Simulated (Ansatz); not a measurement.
AlAs:
Space group F-43m (No. 216); a = 5.675 Å, b = 5.675 Å, c = 5.675 Å, α = 90.00°, β = 90.00°, γ = 90.00°

```json
[
 {"atom": "As", "site": "4c", "symmetry": "-43m", "x": "0.2500", "y": "0.2500", "z": "0.2500"},
 {"atom": "Al", "site": "4a", "symmetry": "-43m", "x": "0.0000", "y": "0.0000", "z": "0.0000"}
]
```
(The calculation used a cell of 2 atoms; values per cell refer to that cell.)

Relaxed with PBEsol. Independent-particle spectrum: no excitons, no local fields, no scissors shift; 0.1 eV broadening; ε₁ of the summed bands alone.

Task: Tabulate the dielectric function from plane-wave PAW PBEsol (Ansatz code).

Result: 

```
E (eV)   ε₁ xx  ε₂ xx
------  ------  -----
0.0      10.18   0.00
0.4      10.27   0.00
0.8      10.55   0.00
1.2      11.06   0.00
1.6      11.95   0.00
2.0      13.61   0.41
2.4      15.44   1.07
2.8      21.17   2.61
3.2      17.07  11.82
3.6      20.03  12.87
4.0      22.48  31.26
4.4     -10.44  22.33
4.8      -5.39  13.15
5.2      -2.19  12.33
5.6      -7.58  10.78
6.0      -6.15   7.42
6.4      -5.77   5.85
6.8      -4.93   4.60
7.2      -4.41   3.71
7.6      -3.56   3.15
8.0      -3.56   2.66
8.4      -3.20   2.13
8.8      -2.62   1.73
9.2      -2.50   1.58
9.6      -2.21   1.30
10.0     -2.00   1.07
10.4     -1.78   0.85
10.8     -1.51   0.65
11.2     -1.25   0.57
11.6     -1.09   0.50
12.0     -0.92   0.42
```

Task: From ε at 3.9 eV (xx: 23.85 + 23.44i), find n, k, the normal reflectivity and the absorption coefficient.

Result: n = 5.35, k = 2.190, R = 53 %, α = 2kE/ħc = 870000 cm⁻¹.

With all bands, ε∞ without local fields is 10.2. DFPT, with local fields, gives 9.52.

The cell was relaxed with PBEsol under the symmetry of its start. Spin–orbit coupling is left out wherever it is not named.

Potentials: the later of the program's two PAW sets.
